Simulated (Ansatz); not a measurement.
Values for one crystal, relaxed and computed with plane-wave PAW PBE (Ansatz code); other levels are named.

| Quantity | Result |
|---|---|
| Volume per atom | 6.76 Å³ |
| Band gap | 1.17 eV (indirect) |
| Conduction-band minimum | at X (3 equivalent valleys) |
| Pressure derivative B′ | 3.5 |
| Bulk modulus (Birch–Murnaghan fit) | 202 GPa |
| Hole effective mass, band 2 of 3 at the edge | 0.26 along [100], 0.26 along [110], 0.68 along [111] (mₑ) |
| Electron effective mass | 0.23, 0.23, 0.69 mₑ (principal values) |

Question: Pick the material that matches.
A) Be2C, fluorite or antifluorite type
B) SnO, P4/nmm (Sn on 2c, O on 2a)
C) NaF, rock salt
D) PbSe, zinc blende

Answer: A, Be2C, fluorite or antifluorite type

Space group Fm-3m (fluorite or antifluorite type). The cell was relaxed with PBE under the symmetry of its start.

Potentials: the later of the program's two PAW sets.
